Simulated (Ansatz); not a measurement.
BeTe (zinc blende, F-43m) at seven volumes, PBEsol (plane waves, PAW; program Ansatz), scaled uniformly. One row is withheld.

```csv
V (Å³/atom),P (GPa)
20.027,6.86
20.687,4.22
21.347,1.95
22.007,0.00
22.667,?
23.328,-3.13
23.988,-4.38
```

Question: Fit the shown pressures and predict the withheld one.

Answer: P = (3/2)B₀(x^(7/2) − x^(5/2))[1 + (3/4)(B′ − 4)(x − 1)] with x = (V₀/V)^(2/3). Least squares on the six rows gives V₀ = 22.007 Å³/atom, B₀ = 60.3 GPa, B′ = 3.98. At V = 22.667, x = 0.9805 and P = -1.68 GPa. The run itself gave -1.68 GPa.

The cell was relaxed with PBEsol under the symmetry of its start. The volume moved by 26 % from the start of the relaxation. Spin–orbit coupling is left out wherever it is not named.

Potentials: the later of the program's two PAW sets.
